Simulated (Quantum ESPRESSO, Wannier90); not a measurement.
# BaTiO3 (Amm2), plane waves to Wannier functions

```
CELL_PARAMETERS angstrom
      3.98333     0.00000     0.00000
      0.00000     2.86259     2.87534
      0.00000    -2.86259     2.87534
ATOMIC_POSITIONS crystal
  Ba 0.00000 0.00341 0.00341
  Ti 0.50000 0.51850 0.51850
  O  0.50000 0.97843 0.49135
  O  0.50000 0.49135 0.97843
  O  0.00000 0.48820 0.48820
```

Materials Project entry mp-5777; symmetrised, unrelaxed at this level. COD (Crystallography Open Database) has the formula in 5 space groups, this one among them (matched by group alone). Method: LDA plane waves in Quantum ESPRESSO 7.5 (PseudoDojo norm-conserving files, 68 Ry, no spin polarisation, no spin-orbit coupling), Bloch states on a 8×8×8 mesh through Γ, Wannier90 4.0.1. Density: 8×8×8 mesh, cold smearing 0.01 Ry. Spin-orbit coupling is left out although heavy elements are present.

The plane-wave run has 38 bands and 40 electrons a cell. On the energy scale of pw.x, whose zero is arbitrary, the valence-band maximum lies at 9.66 eV.

Isolated groups of bands, relative to the valence-band maximum (bands from 21 on overlap up to the last one computed):

```
bands  from (eV)  to (eV)  filling           weight on atomic waves
-----  ---------  -------  -------  -------------------------------
1         -55.76   -55.76   filled                       Ti 3s 96 %
2–4       -32.40   -32.30   filled                       Ti 3p 98 %
5         -24.69   -24.45   filled                       Ba 5s 95 %
6–8       -16.67   -15.41   filled  O 2s 85 %, Ti 3d 5 %, Ti 4s 4 %
9–11      -10.58    -9.40   filled             Ba 5p 91 %, O 2p 5 %
12–20      -4.38     0.00   filled            O 2p 82 %, Ti 3d 11 %
```

Input w.win, without the blocks of cell, atoms and k-points (512 lines):

```
num_bands = 27
num_wann = 14
exclude_bands = 1-11
num_iter = 1000
conv_tol = 1.0e-6
conv_window = 4
dis_num_iter = 1000
dis_conv_tol = 1.0e-6
dis_froz_max = 13.29
dis_win_max = 16.33
write_hr = true
write_u_matrices = true
begin projections
f=0.49935,-0.48343,-0.46934: d
f=0.50629,-0.01785,0.50133: p
f=0.49087,0.48884,-0.02964: p
f=-0.00326,0.49799,0.48139: p
end projections
mp_grid = 8 8 8
```

wannier90.x stops with:
```
dis_windows: Energy window contains fewer states than number of target WFs
```
At some k-point the outer window holds fewer bands than num_wann, so no subspace of that size can be extracted. Mended as below, all else unchanged, the run goes through (Ω_I = 14.5 Å²) and follows the plane-wave bands to 0.2 meV rms (states up to 3.1 eV relative to the valence-band maximum).
Remove the line dis_win_max = 16.33.
